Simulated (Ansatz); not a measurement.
# SiC with phosphorus replacing C: gradients before and after relaxing the atoms

Start: a supercell of SiC (wurtzite type, P6_3mc) built from a structure deposited in the COD, with all atoms left at the host's positions.

```xyz
48
Lattice="6.1520 0.0000 0.0000 -4.6140 7.9917 0.0000 0.0000 0.0000 10.0960" Properties=species:S:1:pos:R:3 pbc="T T T"
Si    0.0000    1.7759    0.0000
Si    0.0000    1.7759    5.0480
Si   -1.5380    4.4398    0.0000
Si   -1.5380    4.4398    5.0480
Si   -3.0760    7.1037    0.0000
Si   -3.0760    7.1037    5.0480
Si    3.0760    1.7759    0.0000
Si    3.0760    1.7759    5.0480
Si    1.5380    4.4398    0.0000
Si    1.5380    4.4398    5.0480
Si    0.0000    7.1037    0.0000
Si    0.0000    7.1037    5.0480
Si    1.5380    0.8880    2.5240
Si    1.5380    0.8880    7.5720
Si    0.0000    3.5519    2.5240
Si    0.0000    3.5519    7.5720
Si   -1.5380    6.2158    2.5240
Si   -1.5380    6.2158    7.5720
Si    4.6140    0.8880    2.5240
Si    4.6140    0.8880    7.5720
Si    3.0760    3.5519    2.5240
Si    3.0760    3.5519    7.5720
Si    1.5380    6.2158    2.5240
Si    1.5380    6.2158    7.5720
P     0.0000    1.7759    1.9435
C     0.0000    1.7759    6.9915
C    -1.5380    4.4398    1.9435
C    -1.5380    4.4398    6.9915
C    -3.0760    7.1037    1.9435
C    -3.0760    7.1037    6.9915
C     3.0760    1.7759    1.9435
C     3.0760    1.7759    6.9915
C     1.5380    4.4398    1.9435
C     1.5380    4.4398    6.9915
C     0.0000    7.1037    1.9435
C     0.0000    7.1037    6.9915
C     1.5380    0.8880    4.4675
C     1.5380    0.8880    9.5155
C     0.0000    3.5519    4.4675
C     0.0000    3.5519    9.5155
C    -1.5380    6.2158    4.4675
C    -1.5380    6.2158    9.5155
C     4.6140    0.8880    4.4675
C     4.6140    0.8880    9.5155
C     3.0760    3.5519    4.4675
C     3.0760    3.5519    9.5155
C     1.5380    6.2158    4.4675
C     1.5380    6.2158    9.5155
```

Atoms are numbered from 1 in the order listed; like atoms form one site, named after its first atom.

Method: Kohn–Sham DFT in Ansatz, PBE, plane waves and PAW, scalar-relativistic, 420 eV cutoff, Γ-centred 4×3×2 k-points, Fermi–Dirac smearing 0.01 eV, cell charge +1.

The largest force at the start is 11 eV/Å. Relaxing the ions at fixed cell moves them by 0.279 Å at most (atom 1, Si) and 0.082 Å rms.

```csv
site,atom,moved (Å),first shell before,first shell after,V_zz before (10²¹ V/m²),η before
Si1,1,0.279,"3 C at 1.87 Å, 1 P at 1.94 Å","3 C at 1.85 Å, 1 P at 2.16 Å",0.62,0.08
Si4,4,0.052,4 C at 1.87–1.94 Å,4 C at 1.88 Å,1.47,0.23
Si6,6,0.052,4 C at 1.87–1.94 Å,4 C at 1.88 Å,1.48,0.28
Si8,8,0.059,4 C at 1.87–1.94 Å,4 C at 1.87–1.88 Å,1.43,0.23
Si9,9,0.021,4 C at 1.87–1.94 Å,4 C at 1.88–1.90 Å,1.94,0.13
Si10,10,0.052,4 C at 1.87–1.94 Å,4 C at 1.88 Å,1.47,0.24
Si12,12,0.052,4 C at 1.87–1.94 Å,4 C at 1.88 Å,1.48,0.29
Si13,13,0.226,"3 C at 1.87–1.94 Å, 1 P at 1.87 Å","3 C at 1.84–1.86 Å, 1 P at 2.12 Å",-2.07,0.87
Si14,14,0.027,4 C at 1.87–1.94 Å,4 C at 1.87–1.89 Å,2.20,0.03
Si15,15,0.266,"1 P at 1.87 Å, 3 C at 1.87–1.94 Å","3 C at 1.85–1.86 Å, 1 P at 2.14 Å",2.01,0.93
Si16,16,0.031,4 C at 1.87–1.94 Å,4 C at 1.87–1.90 Å,2.17,0.03
Si18,18,0.033,4 C at 1.87–1.94 Å,4 C at 1.88–1.89 Å,1.85,0.01
Si19,19,0.232,"3 C at 1.87–1.94 Å, 1 P at 1.87 Å","3 C at 1.85–1.86 Å, 1 P at 2.12 Å",-2.04,0.92
Si20,20,0.029,4 C at 1.87–1.94 Å,4 C at 1.87–1.89 Å,2.19,0.03
Si21,21,0.040,4 C at 1.87–1.94 Å,4 C at 1.88–1.89 Å,1.29,0.22
P,25,0.067,4 Si at 1.87–1.94 Å,4 Si at 2.12–2.16 Å,1.09,0.37
```

(1) How do the gradients change?

Answers

(1) 

| site | atom | V_zz after | η after | change of V_zz |
| --- | --- | --- | --- | --- |
| Si1 | 1 | 4.48 | 0.00 | +3.86 |
| Si4 | 4 | 0.32 | 0.91 | – |
| Si6 | 6 | 0.41 | 0.68 | – |
| Si8 | 8 | 0.50 | 0.98 | – |
| Si9 | 9 | 0.66 | 0.91 | -1.28 |
| Si10 | 10 | 0.31 | 0.79 | – |
| Si12 | 12 | 0.45 | 0.52 | – |
| Si13 | 13 | 2.41 | 0.15 | +4.48 |
| Si14 | 14 | -0.81 | 0.56 | – |
| Si15 | 15 | 3.08 | 0.06 | – |
| Si16 | 16 | -0.89 | 0.46 | – |
| Si18 | 18 | 0.20 | 0.18 | -1.65 |
| Si19 | 19 | 2.42 | 0.13 | +4.46 |
| Si20 | 20 | -0.81 | 0.56 | – |
| Si21 | 21 | -0.33 | 0.78 | -1.62 |
| P | 25 | -0.58 | 0.86 | – |

The largest change of V_zz along a kept axis is on Si13, from -2.07 to 2.41. Where |V_zz| stays above 0.1 and the axes keep their order, η moves most on Si19, from 0.92 to 0.13. On Si21, C31, C27, C30, C36, C34, C41, C47 and 1 more site (not all in the table) V_xx and V_yy change places (or their axes turn by over 50°), so the two values of η hide a larger change. V_zz changes sign on Si13 (axis turned by 11°), Si19 (axis turned by 12°), Si21 (axis turned by 24°), C31 (same axis), C27 (axis turned by 24°), C33 (axis turned by 24°) (not all in the table). On Si14, Si20, Si16, Si15, Si12, Si6, Si10, Si4 and 12 more sites (not all in the table) the largest principal value lies along another axis in the second run, so the two V_zz can't be compared directly. The table leaves out 32 of the 48 sites, with |V_zz| up to 2.11; their tensors move by 1.52 at most along any direction. The statements above cover all sites. The host's own positions weren't relaxed first, so part of the change far from the defect can be the host's relaxation.

The defect repeats with the cell of 48 atoms, so it feels its images: sites between two images don't show the values beside a lone defect, and zeros or small values of η there can come from the images' arrangement. C and Si carry a gradient in the pure host already, so the values there aren't the defect's effect alone. A uniform background compensates the cell's charge.
Before: Forces reach 0.7 eV/Å even beyond 5.5 Å from the defect, so the host's positions may themselves be off equilibrium. The cell keeps the host's lattice, where the PBE pressure is 14 GPa (in a charged cell this depends on the convention for the mean potential). The neighbours have not yet relaxed around the defect (largest force 11 eV/Å), so the values at and beside it are those of a strained start, not of the defect in a real crystal.
After: The cell keeps the host's lattice, where the PBE pressure is 11 GPa (in a charged cell this depends on the convention for the mean potential).
